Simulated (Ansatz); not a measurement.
CaO:
```yaml
crystal:
  lattice:
    - [0.00000, 2.39770, 2.39770]
    - [2.39770, 0.00000, 2.39770]
    - [2.39770, 2.39770, 0.00000]
  atoms:
    - { symbol: Ca, position: [0.00000, 0.00000, 0.00000] }
    - { symbol: O, position: [0.50000, 0.50000, 0.50000] }
```

x, y and z are the axes in which the lattice vectors are written.

Q: Give the high-frequency dielectric tensor and the Born effective charge tensors of the independent atoms from DFPT, r²SCAN (plane waves, PAW; program Ansatz).

A: 
ε∞:
```
3.52  0.00  0.00
0.00  3.52  0.00
0.00  0.00  3.52
```
Z* of atom 1 (Ca), rows: field, columns: displacement, in e:
```
2.33  0.00  0.00
0.00  2.33  0.00
0.00  0.00  2.33
```
Z* of atom 2 (O), rows: field, columns: displacement, in e:
```
-2.33   0.00   0.00
 0.00  -2.33   0.00
 0.00   0.00  -2.33
```

Static charges for comparison (Bader): Ca1 +1.52, O2 -1.52 e. Born charges measure polarisation by displacement and can exceed these by far.

Space group Fm-3m (rock salt). Symmetry was held in the r²SCAN relaxation.

Potentials: the earlier of the program's two PAW sets.
